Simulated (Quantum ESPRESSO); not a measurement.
# Ga4SiP3: input and log of a self-consistent run

A calculation, not a measurement. The program is pw.x of Quantum ESPRESSO 7.5 (plane-wave density functional theory). The cell is made up: 8 atoms on a zincblende/diamond lattice, with randomly drawn elements, strain and displacements, not relaxed. PseudoDojo standard norm-conserving files (v0.5 for PBE, v0.4.1 for LDA and PBEsol) set the functional; there is no spin polarisation, spin-orbit coupling or dispersion term, and the masses in the input are unused placeholders. A spin-polarised start on this cell or one of its family kept no moment.

Input:

```
&control calculation='scf', pseudo_dir='./dojo.nc.sr.pbe.v0_5.standard.upf', outdir='./o', disk_io='medium', tprnfor=.true., tstress=.true. /
&system ibrav=0, nat=8, ntyp=3, nbnd=46, ecutwfc=79.96652505, nosym=.true., tot_charge=0,
 occupations='smearing', smearing='fd', degauss=0.0073498644
/
&electrons conv_thr=7.350e-09, electron_maxstep=60, /
ATOMIC_SPECIES
Ga 1.0 Ga.upf
P 1.0 P.upf
Si 1.0 Si.upf
CELL_PARAMETERS angstrom
5.4225 -0.0511 -0.0012
-0.0511 5.4196 -0.0281
-0.001 -0.0281 5.4641
ATOMIC_POSITIONS angstrom
Ga -0.0186 -0.0459 -0.0546
Ga -0.0215 2.7492 2.7554
Ga 2.7278 0.0792 2.6826
Ga 2.7497 2.5561 -0.0098
Si 1.3614 1.3204 1.285
P 1.1922 3.92 4.1135
P 4.0723 1.3621 4.0959
P 4.0473 4.1148 1.4042
K_POINTS automatic
6 6 6 1 1 1
```

The log is shortened where brackets say so; the opening notice, blank lines, dates and the lines on written files are dropped, and the path of the files is cut. It prints rydbergs, bohrs and kilobars, and counts compression as positive stress.

```
     Program PWSCF v.7.5
     Parallel version (MPI & OpenMP), running on       1 processor cores
     Number of MPI processes:                 1
     Threads/MPI process:                     1
     [start-up lines left out]
     bravais-lattice index     =            0
     lattice parameter (alat)  =      10.2475  a.u.
     unit-cell volume          =    1083.5073 (a.u.)^3
     number of atoms/cell      =            8
     number of atomic types    =            3
     number of electrons       =        71.00
     number of Kohn-Sham states=           46
     kinetic-energy cutoff     =      79.9665  Ry
     charge density cutoff     =     319.8661  Ry
     scf convergence threshold =      7.3E-09
     mixing beta               =       0.7000
     number of iterations used =            8  plain     mixing
     Exchange-correlation= PBE
                           (   1   4   3   4   0   0   0)
     [axes and pseudopotential details left out]
   Cartesian axes
     site n.     atom                  positions (alat units)
         1        Ga     tau(   1) = (  -0.0034300  -0.0084644  -0.0100687  )
         2        Ga     tau(   2) = (  -0.0039648   0.5069761   0.5081194  )
         3        Ga     tau(   3) = (   0.5030297   0.0146052   0.4946945  )
         4        Ga     tau(   4) = (   0.5070683   0.4713668  -0.0018072  )
         5        Si     tau(   5) = (   0.2510539   0.2434931   0.2369650  )
         6        P      tau(   6) = (   0.2198519   0.7228817   0.7585647  )
         7        P      tau(   7) = (   0.7509671   0.2511829   0.7553191  )
         8        P      tau(   8) = (   0.7463569   0.7588045   0.2589465  )
     number of k points=   108  Fermi-Dirac smearing, width (Ry)=  0.0073
     Number of k-points >= 100: set verbosity='high' to print them.
     Dense  grid:   104711 G-vectors     FFT dimensions: (  60,  60,  60)
     Estimated max dynamical RAM per process >     144.22 MB
     Initial potential from superposition of free atoms
     starting charge      70.9883, renormalised to      71.0000
     Starting wfcs are   52 randomized atomic wfcs
     total cpu time spent up to now is       50.8 secs
     per-process dynamical memory:    93.2 Mb
     Self-consistent Calculation
     iteration #  1     ecut=    79.97 Ry     beta= 0.70
     Davidson diagonalization with overlap
     ethr =  1.00E-02,  avg # of iterations =  4.6
     Threshold (ethr) on eigenvalues was too large:
     Diagonalizing with lowered threshold
     Davidson diagonalization with overlap
     ethr =  3.37E-04,  avg # of iterations =  4.8
     total cpu time spent up to now is      330.2 secs
     total energy              =    -661.79748543 Ry
     estimated scf accuracy    <       0.24968594 Ry
     iteration #  2     ecut=    79.97 Ry     beta= 0.70
     Davidson diagonalization with overlap
     ethr =  3.52E-04,  avg # of iterations =  2.2
     total cpu time spent up to now is      453.1 secs
     total energy              =    -661.84738612 Ry
     estimated scf accuracy    <       0.04827958 Ry
     iteration #  3     ecut=    79.97 Ry     beta= 0.70
     Davidson diagonalization with overlap
     ethr =  6.80E-05,  avg # of iterations =  4.6
     total cpu time spent up to now is      581.6 secs
     total energy              =    -661.85693902 Ry
     estimated scf accuracy    <       0.00394375 Ry
     iteration #  4     ecut=    79.97 Ry     beta= 0.70
     Davidson diagonalization with overlap
     c_bands:  1 eigenvalues not converged
     ethr =  5.55E-06,  avg # of iterations =  9.6
     total cpu time spent up to now is      752.2 secs
     total energy              =    -661.85758510 Ry
     estimated scf accuracy    <       0.00273387 Ry
     iteration #  5     ecut=    79.97 Ry     beta= 0.70
     Davidson diagonalization with overlap
     ethr =  3.85E-06,  avg # of iterations =  2.7
     total cpu time spent up to now is      866.8 secs
     total energy              =    -661.85814521 Ry
     estimated scf accuracy    <       0.00011496 Ry
     iteration #  6     ecut=    79.97 Ry     beta= 0.70
     Davidson diagonalization with overlap
     ethr =  1.62E-07,  avg # of iterations =  2.1
     total cpu time spent up to now is      986.3 secs
     total energy              =    -661.85817420 Ry
     estimated scf accuracy    <       0.00001855 Ry
     iteration #  7     ecut=    79.97 Ry     beta= 0.70
     Davidson diagonalization with overlap
     ethr =  2.61E-08,  avg # of iterations =  2.0
     total cpu time spent up to now is     1099.3 secs
     total energy              =    -661.85817937 Ry
     estimated scf accuracy    <       0.00000217 Ry
     iteration #  8     ecut=    79.97 Ry     beta= 0.70
     Davidson diagonalization with overlap
     ethr =  3.06E-09,  avg # of iterations =  2.1
     total cpu time spent up to now is     1231.0 secs
     total energy              =    -661.85817990 Ry
     estimated scf accuracy    <       0.00000018 Ry
     iteration #  9     ecut=    79.97 Ry     beta= 0.70
     Davidson diagonalization with overlap
     ethr =  2.60E-10,  avg # of iterations =  3.6
     total cpu time spent up to now is     1359.2 secs
     total energy              =    -661.85817995 Ry
     estimated scf accuracy    <       0.00000004 Ry
     iteration # 10     ecut=    79.97 Ry     beta= 0.70
     Davidson diagonalization with overlap
     ethr =  5.41E-11,  avg # of iterations =  2.4
     total cpu time spent up to now is     1483.2 secs
     total energy              =    -661.85817996 Ry
     estimated scf accuracy    <          7.4E-09 Ry
     iteration # 11     ecut=    79.97 Ry     beta= 0.70
     Davidson diagonalization with overlap
     ethr =  1.04E-11,  avg # of iterations =  2.0
     total cpu time spent up to now is     1554.8 secs
     End of self-consistent calculation
     Number of k-points >= 100: set verbosity='high' to print the bands.
     the Fermi energy is     7.4839 ev
!    total energy              =    -661.85817996 Ry
     estimated scf accuracy    <          1.1E-09 Ry
     smearing contrib. (-TS)   =      -0.00743748 Ry
     internal energy E=F+TS    =    -661.85074248 Ry
     The total energy is F=E-TS. E is the sum of the following terms:
     one-electron contribution =    -308.55461280 Ry
     hartree contribution      =     209.56579301 Ry
     xc contribution           =    -183.06994963 Ry
     ewald contribution        =    -379.79197306 Ry
     convergence has been achieved in  11 iterations
     Forces acting on atoms (cartesian axes, Ry/au):
     atom    1 type  1   force =    -0.00640533    0.01480531    0.00081883
     atom    2 type  1   force =    -0.01944254   -0.03830423   -0.06882268
     atom    3 type  1   force =    -0.01981250   -0.03119066    0.03285462
     atom    4 type  1   force =    -0.00741263    0.07227320    0.00687296
     atom    5 type  3   force =    -0.04620872    0.00677753    0.03429325
     atom    6 type  2   force =     0.09613630    0.05112482    0.02210832
     atom    7 type  2   force =     0.01724051   -0.03869220   -0.01469227
     atom    8 type  2   force =    -0.01409508   -0.03679377   -0.01343303
     Total force =     0.184548     Total SCF correction =     0.000067
     Computing stress (Cartesian axis) and pressure
          total   stress  (Ry/bohr**3)                   (kbar)     P=       66.79
   0.00049371   0.00009893  -0.00003265           72.63       14.55       -4.80
   0.00009893   0.00038420   0.00014449           14.55       56.52       21.26
  -0.00003265   0.00014449   0.00048409           -4.80       21.26       71.21
     init_run     :     46.63s CPU     50.64s WALL (       1 calls)
     electrons    :   1420.07s CPU   1503.97s WALL (       1 calls)
     forces       :     12.91s CPU     13.04s WALL (       1 calls)
     stress       :     47.27s CPU     47.47s WALL (       1 calls)
     [timing details left out]
     PWSCF        :  25m27.31s CPU  26m58.52s WALL
     JOB DONE.
```

In other units: free energy -9005.039 eV for the cell, pressure 6.68 GPa, largest force component 2.472 eV/Å. A rerun of the same cell at another strain at 1377 eV and a 8 x 8 x 8 mesh moved values by no more than 0.006 eV in energy, 0.05 GPa in stress and 0.009 eV/Å in force.